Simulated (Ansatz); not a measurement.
Ansatz input file:

```yaml
crystal:
  lattice:
    - [-3.1490121353, 3.1490121353, 2.5826027151]
    - [3.1490121353, -3.1490121353, 2.5826027151]
    - [3.1490121353, 3.1490121353, -2.5826027151]
  atoms:
    - { symbol: Mn, position: [0.75, 0.75, 0.0], spin: 2.44 }
    - { symbol: Mn, position: [0.25, 0.25, 0.0], spin: 2.44 }
    - { symbol: Sn, position: [0.1636019634, 0.6636019634, 0.8272039269] }
    - { symbol: Sn, position: [0.6636019634, 0.8363980366, 0.5] }
    - { symbol: Sn, position: [0.8363980366, 0.3363980366, 0.1727960731] }
    - { symbol: Sn, position: [0.3363980366, 0.1636019634, 0.5] }
basis:
  ecutwfc: 420
kpoints:
  mp_grid: { grid: [8, 8, 8] }
hamiltonian:
  xc: pbesol
scf:
  occupations: { method: gaussian, width: 0.1 }
output:
  forces: true
  stress: true
  eigenvalues: true
  populations: true
magnetization:
  spin_polarized: true
relax:
  adjacent_minimum: "off"
  f_tol: 0.01
  max_steps: 30
  cell: { stress_tol: 0.1, fix: [volume] }
```

Command:
```bash
ansatz run input.yaml --threads 1 --pin off --max-ram 2560MiB --backend cpu --events-out ev --progress --plain --runs-dir out
```

These are results of Ansatz 0.2.0, DFT PBEsol, scalar-relativistic, plane waves, PAW, not measurements.

Abridged output:

```
Pseudopotentials: kind: paw
Pseudopotential: Mn, paw, valence charge 15, recommended cutoff 420 eV (normal)
Pseudopotential: Sn, paw, valence charge 14, recommended cutoff 420 eV (normal)
Functional definition: PBEsol
Crystal: 6 atoms, lattice volume = 102.439 Å³
Basis set: ecut = 420 eV, 2025 PW (Γ), exchange–correlation on 72×72×72 points (8 copies of the dense FFT grid, shifted against one another)
Bands: 55, of which v1, the nominal top of the filled ones, is band 43 counted from 1 (42 counted from 0)
Symmetry: 16 space group operations
Space group: I4/mcm (ITA 140), of the structure as read, at distance tolerance 4.7e-5 Å
Magnetic group: BNS 140.541 (UNI 1201), of the structure as read, at distance tolerance 4.7e-5 Å
k-points: 59 of 512
Initial density: superposition of atomic densities (chi_scale 0.1, normalization cell)
Starting moments: Σ|m| = 4.88 μB on 2 of 6 sites
Initial wavefunctions: pseudopotential atomic-orbital guess
Functional: x = pbesol(κ = 0.804, μ = 0.12345679), c = pbesol(β = 0.046)
SCF iter   1: F=—  HF=-31534.556199 eV  |F-HF|=—  |Δ(HF+E_count)|=         —  Δρ=2.29e-2 (↑2.18e-2 ↓2.29e-2) dr2=2.48e0  dr2_m=9.53e-2  M=4.169 μB ∫|m|=4.875 μB  β_m=0.30  ethr=2.87e-3  ⟨swp⟩=1.2  Hψ=33842  notcnv=0
Mixer restart at iter 1: flushing history
spin=Collinear: Kerker preconditioning applied to the charge; magnetization (m = ρ↑ − ρ↓) channel mixes plain (no charge-response kernel on spin).
SCF iter   2: F=—  HF=-31534.743511 eV  |F-HF|=—  |Δ(HF+E_count)|=   1.87e-1  Δρ=1.81e-2 (↑1.55e-2 ↓1.81e-2) dr2=2.64e0  dr2_m=4.87e-2  M=4.174 μB ∫|m|=4.894 μB  β_m=0.55  ethr=2.87e-3  ⟨swp⟩=2.0  Hψ=7857  notcnv=0
SCF iter   3: F=—  HF=-31536.118293 eV  |F-HF|=—  |Δ(HF+E_count)|=    1.37e0  Δρ=1.65e-2 (↑1.28e-2 ↓1.65e-2) dr2=2.42e0  dr2_m=1.58e-2  M=4.081 μB ∫|m|=4.825 μB  β_m=0.52  ethr=2.87e-3  ⟨swp⟩=2.2  Hψ=8066  notcnv=0  defer=54
SCF iter   4: F=—  HF=-31536.564966 eV  |F-HF|=—  |Δ(HF+E_count)|=   4.47e-1  Δρ=7.03e-3 (↑7.03e-3 ↓6.77e-3) dr2=4.26e-1  dr2_m=1.30e-2  M=3.853 μB ∫|m|=4.620 μB  β_m=0.76  ethr=2.81e-3  ⟨swp⟩=2.4  Hψ=9144  notcnv=0  defer=555
SCF iter   5: F=—  HF=-31536.311227 eV  |F-HF|=—  |Δ(HF+E_count)|=   2.54e-1  Δρ=1.33e-2 (↑1.33e-2 ↓7.02e-3) dr2=4.21e-1  dr2_m=1.04e-2  M=3.612 μB ∫|m|=4.405 μB  β_m=0.88  ethr=4.95e-4  ⟨swp⟩=2.9  Hψ=10067  notcnv=0  defer=570
SCF iter   6: F=—  HF=-31536.442329 eV  |F-HF|=—  |Δ(HF+E_count)|=   1.31e-1  Δρ=4.77e-3 (↑4.77e-3 ↓1.89e-3) dr2=4.42e-2  dr2_m=2.22e-3  M=3.654 μB ∫|m|=4.437 μB  β_m=0.84  ethr=4.90e-4  ⟨swp⟩=2.1  Hψ=8807  notcnv=0  defer=567
SCF iter   7: F=—  HF=-31536.447093 eV  |F-HF|=—  |Δ(HF+E_count)|=         —  Δρ=2.36e-3 (↑2.36e-3 ↓1.43e-3) dr2=1.52e-3  dr2_m=3.29e-3  M=3.619 μB ∫|m|=4.386 μB  β_m=0.84  ethr=5.14e-5  ⟨swp⟩=2.0  Hψ=8644  notcnv=0  defer=571
Mixer restart at iter 7: flushing history
SCF iter   8: F=—  HF=-31536.446992 eV  |F-HF|=—  |Δ(HF+E_count)|=   1.01e-4  Δρ=9.33e-4 (↑5.67e-4 ↓9.33e-4) dr2=1.41e-3  dr2_m=4.77e-5  M=3.621 μB ∫|m|=4.384 μB  β_m=0.82  ethr=1.77e-6  ⟨swp⟩=2.0  Hψ=12082  notcnv=0  defer=571
SCF iter   9: F=—  HF=-31536.447032 eV  |F-HF|=—  |Δ(HF+E_count)|=   4.06e-5  Δρ=1.18e-3 (↑1.18e-3 ↓2.13e-4) dr2=9.95e-4  dr2_m=3.96e-4  M=3.604 μB ∫|m|=4.363 μB  β_m=0.73  ethr=1.64e-6  ⟨swp⟩=2.0  Hψ=12221  notcnv=0  defer=571
SCF iter  10: F=—  HF=-31536.446736 eV  |F-HF|=—  |Δ(HF+E_count)|=   2.96e-4  Δρ=7.72e-5 (↑4.23e-5 ↓7.72e-5) dr2=5.63e-6  dr2_m=2.87e-6  M=3.605 μB ∫|m|=4.363 μB  β_m=0.87  ethr=1.16e-6  ⟨swp⟩=2.0  Hψ=9475  notcnv=0  defer=571
SCF iter  11: F=—  HF=-31536.446740 eV  |F-HF|=—  |Δ(HF+E_count)|=   3.67e-6  Δρ=2.92e-5 (↑2.92e-5 ↓1.32e-5) dr2=4.12e-6  dr2_m=9.29e-8  M=3.604 μB ∫|m|=4.361 μB  β_m=0.93  ethr=6.55e-9  ⟨swp⟩=1.8  Hψ=7555  notcnv=0  defer=571
SCF iter  12: F=—  HF=-31536.446739 eV  |F-HF|=—  |Δ(HF+E_count)|=   5.93e-7  Δρ=1.60e-5 (↑1.60e-5 ↓6.76e-6) dr2=3.96e-7  dr2_m=2.25e-8  M=3.604 μB ∫|m|=4.361 μB  β_m=0.97  ethr=4.79e-9  ⟨swp⟩=2.0  Hψ=7562  notcnv=0  defer=571
SCF iter  13: F=—  HF=-31536.446739 eV  |F-HF|=—  |Δ(HF+E_count)|=   3.48e-8  Δρ=6.18e-6 (↑6.18e-6 ↓1.51e-6) dr2=3.85e-8  dr2_m=7.12e-9  M=3.604 μB ∫|m|=4.361 μB  β_m=0.92  ethr=4.60e-10  ⟨swp⟩=2.0  Hψ=7504  notcnv=0  defer=571
SCF iter  14: F=-31536.446739 eV  HF=-31536.446739 eV  |F-HF|=3.54e-9  |Δ(HF+E_count)|=   4.70e-9  Δρ=9.14e-7 (↑9.12e-7 ↓9.14e-7) dr2=4.38e-9  dr2_m=2.22e-12  M=3.604 μB ∫|m|=4.361 μB  ethr=4.48e-11  ⟨swp⟩=8.4  Hψ=29959  notcnv=0
SCF 1 converged in 14 iterations: F = -31536.446739 eV  dr2 = 4.38e-9
relax step   1: F+E_penalty+E_count = -31536.44673945 eV  Δ(F+E_penalty+E_count) = +0.000e0 eV  max|allowed force component| = 3.694e-2 eV/Å  Δτ_max = 0.0000 Å  P = +11.543 GPa  Ω = 102.439 Å³  fix = [volume]  reactions: volume +11.543 GPa (14 SCF iters, dr2 threshold 1.00e-7 eV, accepted)
Basis set: ecut = 420 eV, 2033 PW (Γ), exchange–correlation on 72×72×72 points (8 copies of the dense FFT grid, shifted against one another)
Initial density: handed on by an earlier stage of this run
Starting moments: Σ|m| = 4.88 μB on 2 of 6 sites; this step starts from the density that it was given
Initial wavefunctions: those handed on with the density
SCF iter   1: F=—  HF=-31536.443969 eV  |F-HF|=—  |Δ(HF+E_count)|=         —  Δρ=8.17e-4 (↑6.25e-4 ↓8.17e-4) dr2=4.91e-4  dr2_m=2.69e-4  M=3.567 μB ∫|m|=4.348 μB  β_m=0.65  ethr=5.56e-7  ⟨swp⟩=2.9  Hψ=29393  notcnv=0
spin=Collinear: Kerker preconditioning applied to the charge; magnetization (m = ρ↑ − ρ↓) channel mixes plain (no charge-response kernel on spin).
SCF iter   2: F=—  HF=-31536.443898 eV  |F-HF|=—  |Δ(HF+E_count)|=   7.15e-5  Δρ=5.28e-4 (↑5.28e-4 ↓3.23e-4) dr2=1.61e-4  dr2_m=1.31e-4  M=3.560 μB ∫|m|=4.341 μB  β_m=0.65  ethr=5.56e-7  ⟨swp⟩=2.0  Hψ=10470  notcnv=0
SCF iter   3: F=—  HF=-31536.443987 eV  |F-HF|=—  |Δ(HF+E_count)|=   8.87e-5  Δρ=1.23e-4 (↑1.16e-4 ↓1.23e-4) dr2=5.19e-5  dr2_m=5.21e-6  M=3.561 μB ∫|m|=4.343 μB  β_m=0.74  ethr=1.87e-7  ⟨swp⟩=2.0  Hψ=11348  notcnv=0
SCF iter   4: F=—  HF=-31536.444029 eV  |F-HF|=—  |Δ(HF+E_count)|=   4.22e-5  Δρ=1.01e-4 (↑1.01e-4 ↓7.87e-5) dr2=6.28e-5  dr2_m=2.74e-7  M=3.560 μB ∫|m|=4.343 μB  β_m=0.87  ethr=6.03e-8  ⟨swp⟩=2.0  Hψ=7426  notcnv=0
SCF iter   5: F=—  HF=-31536.444040 eV  |F-HF|=—  |Δ(HF+E_count)|=   1.14e-5  Δρ=5.71e-5 (↑5.71e-5 ↓5.64e-5) dr2=8.94e-6  dr2_m=2.18e-6  M=3.564 μB ∫|m|=4.347 μB  β_m=0.93  ethr=6.03e-8  ⟨swp⟩=2.0  Hψ=9681  notcnv=0
SCF iter   6: F=—  HF=-31536.444035 eV  |F-HF|=—  |Δ(HF+E_count)|=   4.67e-6  Δρ=3.16e-5 (↑3.16e-5 ↓1.86e-5) dr2=1.86e-6  dr2_m=4.46e-8  M=3.565 μB ∫|m|=4.349 μB  β_m=0.97  ethr=1.04e-8  ⟨swp⟩=2.9  Hψ=12090  notcnv=0
SCF iter   7: F=—  HF=-31536.444036 eV  |F-HF|=—  |Δ(HF+E_count)|=   8.65e-7  Δρ=8.83e-6 (↑6.36e-6 ↓8.83e-6) dr2=2.76e-7  dr2_m=1.94e-9  M=3.565 μB ∫|m|=4.348 μB  β_m=0.98  ethr=2.16e-9  ⟨swp⟩=2.0  Hψ=11251  notcnv=0
SCF iter   8: F=—  HF=-31536.444037 eV  |F-HF|=—  |Δ(HF+E_count)|=   4.43e-7  Δρ=3.65e-6 (↑2.04e-6 ↓3.65e-6) dr2=4.22e-8  dr2_m=6.69e-10  M=3.564 μB ∫|m|=4.348 μB  β_m=0.99  ethr=3.21e-10  ⟨swp⟩=2.1  Hψ=11338  notcnv=0
SCF iter   9: F=-31536.444037 eV  HF=-31536.444037 eV  |F-HF|=4.87e-10  |Δ(HF+E_count)|=   5.70e-8  Δρ=5.45e-7 (↑2.82e-7 ↓5.45e-7) dr2=5.31e-10  dr2_m=4.98e-11  M=3.564 μB ∫|m|=4.347 μB  ethr=4.91e-11  ⟨swp⟩=2.2  Hψ=23217  notcnv=0
SCF 2 converged in 9 iterations: F = -31536.444037 eV  dr2 = 5.31e-10
relax step   2: F+E_penalty+E_count = -31536.44403682 eV  Δ(F+E_penalty+E_count) = +2.703e-3 eV  max|allowed force component| = 1.017e-1 eV/Å  Δτ_max = 0.0145 Å  P = +11.387 GPa  Ω = 102.439 Å³  energy of the carried Pulay correction = +5.586e-17 eV  fix = [volume]  (9 SCF iters, dr2 threshold 2.27e-7 eV, rejected (line search))
SCF iter   1: F=—  HF=-31536.447284 eV  |F-HF|=—  |Δ(HF+E_count)|=         —  Δρ=5.63e-4 (↑4.41e-4 ↓5.63e-4) dr2=2.48e-4  dr2_m=1.20e-4  M=3.591 μB ∫|m|=4.356 μB  β_m=0.65  ethr=2.85e-7  ⟨swp⟩=2.8  Hψ=29055  notcnv=0
spin=Collinear: Kerker preconditioning applied to the charge; magnetization (m = ρ↑ − ρ↓) channel mixes plain (no charge-response kernel on spin).
SCF iter   2: F=—  HF=-31536.447241 eV  |F-HF|=—  |Δ(HF+E_count)|=   4.31e-5  Δρ=3.62e-4 (↑3.62e-4 ↓2.14e-4) dr2=8.13e-5  dr2_m=5.80e-5  M=3.595 μB ∫|m|=4.360 μB  β_m=0.65  ethr=2.85e-7  ⟨swp⟩=2.0  Hψ=10459  notcnv=0
SCF iter   3: F=—  HF=-31536.447290 eV  |F-HF|=—  |Δ(HF+E_count)|=   4.93e-5  Δρ=8.35e-5 (↑8.31e-5 ↓8.35e-5) dr2=2.78e-5  dr2_m=2.08e-6  M=3.594 μB ∫|m|=4.359 μB  β_m=0.74  ethr=9.45e-8  ⟨swp⟩=2.0  Hψ=11346  notcnv=0
SCF iter   4: F=—  HF=-31536.447316 eV  |F-HF|=—  |Δ(HF+E_count)|=   2.59e-5  Δρ=7.12e-5 (↑7.12e-5 ↓6.09e-5) dr2=3.43e-5  dr2_m=9.32e-8  M=3.595 μB ∫|m|=4.359 μB  β_m=0.87  ethr=3.24e-8  ⟨swp⟩=2.0  Hψ=7217  notcnv=0
SCF iter   5: F=—  HF=-31536.447324 eV  |F-HF|=—  |Δ(HF+E_count)|=   8.04e-6  Δρ=5.09e-5 (↑5.09e-5 ↓4.31e-5) dr2=4.50e-6  dr2_m=1.56e-6  M=3.592 μB ∫|m|=4.356 μB  β_m=0.93  ethr=3.24e-8  ⟨swp⟩=2.0  Hψ=11267  notcnv=0
SCF iter   6: F=—  HF=-31536.447321 eV  |F-HF|=—  |Δ(HF+E_count)|=   2.88e-6  Δρ=2.65e-5 (↑2.65e-5 ↓1.45e-5) dr2=1.27e-6  dr2_m=3.69e-8  M=3.591 μB ∫|m|=4.354 μB  β_m=0.97  ethr=5.23e-9  ⟨swp⟩=3.1  Hψ=12448  notcnv=0
SCF iter   7: F=—  HF=-31536.447322 eV  |F-HF|=—  |Δ(HF+E_count)|=   6.33e-7  Δρ=6.68e-6 (↑4.17e-6 ↓6.68e-6) dr2=1.43e-7  dr2_m=1.81e-9  M=3.591 μB ∫|m|=4.355 μB  β_m=0.98  ethr=1.48e-9  ⟨swp⟩=2.0  Hψ=11289  notcnv=0
SCF iter   8: F=—  HF=-31536.447322 eV  |F-HF|=—  |Δ(HF+E_count)|=   2.66e-7  Δρ=2.59e-6 (↑1.36e-6 ↓2.59e-6) dr2=2.01e-8  dr2_m=3.87e-10  M=3.592 μB ∫|m|=4.355 μB  β_m=0.99  ethr=1.67e-10  ⟨swp⟩=2.2  Hψ=11414  notcnv=0
SCF iter   9: F=—  HF=-31536.447322 eV  |F-HF|=—  |Δ(HF+E_count)|=   2.63e-8  Δρ=3.19e-7 (↑2.23e-7 ↓3.19e-7) dr2=1.00e-10  dr2_m=4.18e-11  M=3.592 μB ∫|m|=4.355 μB  β_m=1.00  ethr=2.34e-11  ⟨swp⟩=2.6  Hψ=11666  notcnv=0
SCF iter  10: F=—  HF=-31536.447322 eV  |F-HF|=—  |Δ(HF+E_count)|=  2.98e-10  Δρ=1.07e-7 (↑1.07e-7 ↓8.49e-8) dr2=4.49e-11  dr2_m=1.44e-13  M=3.592 μB ∫|m|=4.355 μB  β_m=0.95  ethr=1.00e-12  ⟨swp⟩=1.9  Hψ=7276  notcnv=0
SCF iter  11: F=-31536.447322 eV  HF=-31536.447322 eV  |F-HF|=1.46e-10  |Δ(HF+E_count)|=  8.00e-11  Δρ=1.91e-7 (↑1.61e-7 ↓1.91e-7) dr2=1.66e-10  dr2_m=3.09e-13  M=3.592 μB ∫|m|=4.355 μB  ethr=1.00e-12  ⟨swp⟩=3.0  Hψ=19936  notcnv=0
SCF 3 converged in 11 iterations: F = -31536.447322 eV  dr2 = 1.66e-10
relax step   3: F+E_penalty+E_count = -31536.44732206 eV  Δ(F+E_penalty+E_count) = -5.826e-4 eV  max|allowed force component| = 8.692e-4 eV/Å  Δτ_max = 0.0037 Å  P = +11.489 GPa  Ω = 102.439 Å³  energy of the carried Pulay correction = +1.862e-17 eV  fix = [volume]  reactions: volume +11.489 GPa (11 SCF iters, accepted)
Initial wavefunctions: pseudopotential atomic-orbital guess (no wavefunctions were taken with the density)
SCF iter   1: F=—  HF=-31536.447324 eV  |F-HF|=—  |Δ(HF+E_count)|=         —  Δρ=9.91e-7 (↑9.58e-7 ↓9.91e-7) dr2=1.02e-9  dr2_m=1.06e-10  M=3.592 μB ∫|m|=4.355 μB  β_m=0.65  ethr=1.53e-8  ⟨swp⟩=3.6  Hψ=46062  notcnv=0
spin=Collinear: Kerker preconditioning applied to the charge; magnetization (m = ρ↑ − ρ↓) channel mixes plain (no charge-response kernel on spin).
SCF iter   2: F=—  HF=-31536.447324 eV  |F-HF|=—  |Δ(HF+E_count)|=   1.66e-7  Δρ=3.96e-7 (↑3.96e-7 ↓3.87e-7) dr2=8.42e-11  dr2_m=3.23e-11  M=3.592 μB ∫|m|=4.355 μB  β_m=0.62  ethr=1.19e-12  ⟨swp⟩=3.1  Hψ=13747  notcnv=0
SCF iter   3: F=—  HF=-31536.447324 eV  |F-HF|=—  |Δ(HF+E_count)|=  2.07e-10  Δρ=8.86e-8 (↑8.34e-8 ↓8.86e-8) dr2=7.37e-12  dr2_m=9.01e-13  M=3.592 μB ∫|m|=4.355 μB  β_m=0.63  ethr=1.00e-12  ⟨swp⟩=1.0  Hψ=6490  notcnv=0
SCF iter   4: F=—  HF=-31536.447324 eV  |F-HF|=—  |Δ(HF+E_count)|=  8.00e-11  Δρ=9.50e-8 (↑5.51e-8 ↓9.50e-8) dr2=2.82e-11  dr2_m=5.64e-13  M=3.592 μB ∫|m|=4.355 μB  β_m=0.82  ethr=1.00e-12  ⟨swp⟩=1.0  Hψ=6490  notcnv=0  recentre
SCF iter   5: F=—  HF=-31536.447324 eV  |F-HF|=—  |Δ(HF+E_count)|=  1.46e-11  Δρ=1.04e-7 (↑6.34e-8 ↓1.04e-7) dr2=3.99e-11  dr2_m=4.41e-13  M=3.592 μB ∫|m|=4.355 μB  β_m=0.91  ethr=1.00e-12  ⟨swp⟩=1.0  Hψ=6490  notcnv=0
SCF iter   6: F=—  HF=-31536.447324 eV  |F-HF|=—  |Δ(HF+E_count)|=  1.06e-10  Δρ=2.44e-7 (↑1.89e-7 ↓2.44e-7) dr2=2.42e-10  dr2_m=1.07e-12  M=3.592 μB ∫|m|=4.355 μB  β_m=0.78  ethr=1.00e-12  ⟨swp⟩=1.2  Hψ=6547  notcnv=0
SCF iter   7: F=-31536.447324 eV  HF=-31536.447324 eV  |F-HF|=1.56e-10  |Δ(HF+E_count)|=  7.28e-12  Δρ=2.01e-7 (↑1.28e-7 ↓2.01e-7) dr2=1.64e-10  dr2_m=1.38e-12  M=3.592 μB ∫|m|=4.355 μB  ethr=1.00e-12  ⟨swp⟩=2.7  Hψ=16979  notcnv=0
SCF 4 converged in 7 iterations: F = -31536.447324 eV  dr2 = 1.64e-10
SCF converged after 7 iterations
Magnetization: 3.5917 μB (44.7959 up, 41.2041 down)
Absolute magnetization: 4.3661 μB (∫|ρ↑−ρ↓|, with the PAW one-centre terms)
Spin contamination: 0.1871 ħ² per cell (⟨S²⟩ above its minimum at these occupations)
Per-site moments (μB) at R_I (Å): [(1.89578696, 1.06671356), (1.89578696, 1.06671356), (-0.04432398, 1.10843262), (-0.04432398, 1.10843262), (-0.04432398, 1.10843262), (-0.04432398, 1.10843262)]
Free energy (F): -31536.447324 eV
Harris-Foulkes:  -31536.447324 eV  (|F-HF|=1.56e-10)
Internal energy: -31536.429514 eV  (E = F + TS)
E sigma→0 (E₀):  -31536.438419 eV
Entropy (-TS):   -0.017810 eV (-2.968 meV/atom)
Fermi energy:    16.440234 eV
--- Per-component energies (eV) ---
  E_band       = -435.249702
  E_kinetic    = 1386.166146
  E_local      = -6442.099540  (includes V_loc(G=0)·N_el)
  E_nonlocal   = 368.509694
  E_hartree    = 3487.862931
  E_xc         = -1752.110549
  E_vxc        = -691.015915  (∫ρ·V_xc dr)
  E_paw        = -18812.214829  (= ΣΔE_a)
  E_vpaw       = -2032.534985  (= ΣTr[D̂ρ^β])
  E_aug_tail   = -0.000021  (compensation charges beyond the density's cutoff)
  E_ewald      = -9774.022007
  E_core_change = 1.478660  (= ΣΔE_core)
  E_smearing   = -0.017810  (= −TS)
--- Forces (eV/Å), atoms counted from 1 ---
  atom   1  Mn     0.00000000     0.00000000     0.00000000
  atom   2  Mn     0.00000000     0.00000000     0.00000000
  atom   3  Sn    -0.00087105    -0.00087105     0.00000000
  atom   4  Sn     0.00087105    -0.00087105     0.00000000
  atom   5  Sn     0.00087105     0.00087105     0.00000000
  atom   6  Sn    -0.00087105     0.00087105     0.00000000
--- Stress (GPa, compression-positive) ---
       11.489562       0.000000       0.000000
        0.000000      11.489562       0.000000
        0.000000       0.000000      11.488306
  P = ⅓ Tr σ = 11.4891 GPa (114.891 kbar)
--- Band table (eV; the first three rows and the last of 118) ---
  k-point 0 ↑: bands = ["-63.0365", "-63.0052", "-32.0321", "-31.9674", "-31.9674", "-31.9378", "-31.9378", "-31.7620", "-5.0020", "-4.9935", "-4.9503", "-4.9503", "-4.9498", "-4.9476", "-4.9360", "-4.9360", "-4.9084", "-4.8578", "-4.8059", "-4.7741", "-4.7741", "-4.7656", "-4.7490", "-4.7490", "-4.7135", "-4.6729", "-4.6729", "-4.6673", "3.8314", "9.7223", "11.0285", "11.0285", "12.5122", "12.5122", "13.1475", "13.2750", "13.6209", "13.9604", "13.9723", "13.9723", "14.6428", "14.7671", "15.1761", "15.5725", "15.8950", "15.8950", "17.1371", "17.1783", "17.2614", "17.2614", "20.5961", "21.3716", "21.3716", "22.0877", "22.7407"]
  k-point 1 ↑: bands = ["-63.0365", "-63.0052", "-32.0321", "-31.9676", "-31.9674", "-31.9379", "-31.9378", "-31.7621", "-5.0164", "-4.9946", "-4.9885", "-4.9713", "-4.9449", "-4.9369", "-4.9333", "-4.8961", "-4.8850", "-4.8523", "-4.8083", "-4.7979", "-4.7770", "-4.7477", "-4.7473", "-4.7466", "-4.7082", "-4.6903", "-4.6750", "-4.6555", "3.9585", "9.3260", "10.7420", "11.0774", "12.1276", "12.5648", "13.2280", "13.5575", "13.6038", "13.6824", "13.9905", "14.2874", "14.3532", "15.0589", "15.2419", "15.8765", "15.8806", "16.0799", "17.1821", "17.4739", "17.4922", "17.6780", "20.2454", "20.5439", "20.6793", "23.3203", "23.8278"]
  k-point 2 ↑: bands = ["-63.0365", "-63.0052", "-32.0322", "-31.9679", "-31.9673", "-31.9379", "-31.9378", "-31.7621", "-5.0506", "-5.0273", "-4.9744", "-4.9727", "-4.9391", "-4.9387", "-4.9352", "-4.8819", "-4.8596", "-4.8293", "-4.8135", "-4.8064", "-4.7847", "-4.7448", "-4.7444", "-4.7294", "-4.7108", "-4.6946", "-4.6771", "-4.6519", "4.3373", "8.2591", "10.3765", "11.2096", "12.1681", "12.6962", "12.7644", "12.9750", "13.7957", "13.8699", "14.1026", "14.3531", "14.5744", "15.1129", "15.2602", "15.8355", "15.8922", "16.9882", "17.5518", "18.2661", "18.3472", "18.3589", "19.4560", "19.9696", "20.9852", "23.8673", "24.2337"]
  k-point 58 ↓: bands = ["-60.9909", "-60.9573", "-30.0260", "-29.9731", "-29.9731", "-29.9402", "-29.9402", "-29.7309", "-5.1014", "-5.0761", "-5.0606", "-4.9969", "-4.9243", "-4.9243", "-4.8933", "-4.8933", "-4.8691", "-4.8691", "-4.8402", "-4.8392", "-4.7738", "-4.7413", "-4.7202", "-4.7080", "-4.7016", "-4.7016", "-4.7002", "-4.7002", "7.4613", "7.4663", "7.4663", "9.5115", "10.0973", "10.3905", "14.0199", "14.0199", "14.8445", "15.2718", "15.8100", "16.6529", "16.8024", "17.3456", "17.8118", "17.8118", "18.4683", "18.6309", "19.3478", "19.3478", "20.3258", "20.7020", "20.7020", "22.3084", "22.3084", "23.0555", "23.7727"]
--- Relaxed structure (3 steps of the walk, 2 accepted, 1 SCFs on fresh bases) ---
  F+E_penalty+E_count = -31536.44732428 eV   max|allowed force component| = 8.710e-4 eV/Å   (the final SCF, on the basis selected at the relaxed cell)
  cell:  # Å, volume = 102.4392 Å³
    - [-3.14695985, 3.14695985, 2.58597229]
    - [3.14695985, -3.14695985, 2.58597229]
    - [3.14695985, 3.14695985, -2.58597229]
  atoms:
    - { symbol: Mn, position: [0.75, 0.75, 0.0] }
    - { symbol: Mn, position: [0.25, 0.25, 0.0] }
    - { symbol: Sn, position: [0.16318898, 0.66318898, 0.82637797] }
    - { symbol: Sn, position: [0.66318898, 0.83681101, 0.50000000] }
    - { symbol: Sn, position: [0.83681101, 0.33681101, 0.17362202] }
    - { symbol: Sn, position: [0.33681101, 0.16318898, 0.50000000] }
--- Löwdin populations: 6 sites ---
  site symbol q [e]    m [muB]
     0     Mn     14.6698     2.0212
     1     Mn     14.6698     2.0212
     2     Sn     14.0660    -0.1131
     3     Sn     14.0660    -0.1131
     4     Sn     14.0660    -0.1131
     5     Sn     14.0660    -0.1131
  spilling = 0.004607 (of n_electrons = 86.000000)
```

The relaxation met its thresholds.

Time: 3.5 min on 1 thread of Intel(R) Xeon(R) Platinum 8259CL CPU @ 2.50GHz (Skylake/Cascade Lake) (shared host), peak memory 0.83 GiB.

Only parallel moments were tried here.